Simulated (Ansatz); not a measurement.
# Relaxation of YCu

Computed with DFT PBEsol, scalar-relativistic, plane waves, PAW (Ansatz). Settings: 420 eV cutoff, 12×12×12 k-mesh, Gaussian smearing of 0.10 eV, no spin polarisation.

What was changed: biaxial strain in the a-b plane, c and atoms relaxed: +6.0 %.

Command:

```bash
ansatz run input.yaml --threads 1 --pin off --max-ram 1331MiB --backend cpu --events-out ev --progress --plain --runs-dir out
```

Input:

```yaml
crystal:
  lattice:
    - [3.6298995715, 0.0, 0.0]
    - [0.0, 3.6298995715, 0.0]
    - [0.0, 0.0, 3.3011539499]
  atoms:
    - { symbol: "Y", position: [0.0, 0.0, 0.0] }
    - { symbol: Cu, position: [0.5, 0.5, 0.5] }
basis:
  ecutwfc: 420
kpoints:
  mp_grid: { grid: [12, 12, 12] }
hamiltonian:
  xc: pbesol
scf:
  occupations: { method: gaussian, width: 0.1 }
output:
  forces: true
  stress: true
  eigenvalues: true
relax:
  adjacent_minimum: "off"
  f_tol: 0.008
  max_steps: 40
  cell: { stress_tol: 0.015, fix: [a, b, gamma] }
```

F is the free energy. Steps run on the plane waves of an earlier cell, but the last one, and at times one on the way, on a freshly chosen basis, so a repeated geometry can differ a little in energy. The held parts of the cell keep their stress, so P needn't end at zero.

Steps:

```csv
step,F − F(1) (eV),largest force component (eV/Å),V (Å³/atom),P (GPa)
1,0.0000,0.000,21.748,-5.25
2,-0.0004,0.000,21.625,-4.93
3,-0.0004,0.000,21.634,-4.96
4,-0.0004,0.000,21.634,-4.96
```

Relaxed structure:

```
CELL_PARAMETERS angstrom
3.62990 0.00000 0.00000
0.00000 3.62990 0.00000
0.00000 0.00000 3.28388
ATOMIC_POSITIONS crystal
Y 0.00000 0.00000 0.00000
Cu 0.50000 0.50000 0.50000
```

Symmetry: P4/mmm, No. 123, tetragonal system. The conventional cell has a = 3.630 Å, b = 3.630 Å, c = 3.284 Å, α = 90.00°, β = 90.00°, γ = 90.00°. Around Y (site symmetry 4/mmm) lie 8 Cu at 3.05 Å and 2 Y at 3.28 Å. Cu (site symmetry 4/mmm) has 8 Y at 3.05 Å and 2 Cu at 3.28 Å as nearest neighbours.

The run converged. The run took about 30 core-seconds.